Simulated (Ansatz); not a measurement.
Relaxed sheet of PtSe$_{2}$:

```xyz
3
Lattice="3.7069 0.0000 0.0000 -1.8534 3.2102 0.0000 0.0000 0.0000 31.1216" Properties=species:S:1:pos:R:3 pbc="T T F"
Se    1.8534    1.0701   14.2361
Pt    0.0000    0.0000   15.5608
Se    0.0000    2.1402   16.8855
```

Level of theory: DFT PBE+D3(BJ), scalar-relativistic, plane waves, PAW (Ansatz 0.2.0). Plane waves to 420 eV, a k mesh through Γ of 12×12×1 on the computed 3-atom cell and Gaussian smearing (0.02 eV); no spin polarisation. The sheet is isolated along c (Coulomb cut-off).

Atoms relax at each strain; stress is positive in compression. Unstrained: gap 1.38 eV, thickness 2.649 Å.

Under biaxial strain:

```csv
strain (%),ΔE (meV/cell),σxx (N/m),σyy (N/m),gap,thickness (Å)
-4,113.8,4.03,4.03,1.02 eV,2.824
-2,28.1,1.97,1.97,1.28 eV,2.733
+2,27.2,-1.77,-1.77,1.35 eV,2.568
+4,?,?,?,?,?
+7,310.6,-5.28,-5.28,0.94 eV,2.371
```

Question: Fill in the missing row.

Answer: ΔE (meV/cell): 105.9, σxx (N/m): -3.34, σyy (N/m): -3.34, gap: 1.18 eV, thickness (Å): 2.488.

Spin-orbit coupling is left out, which matters for the bands of heavy elements.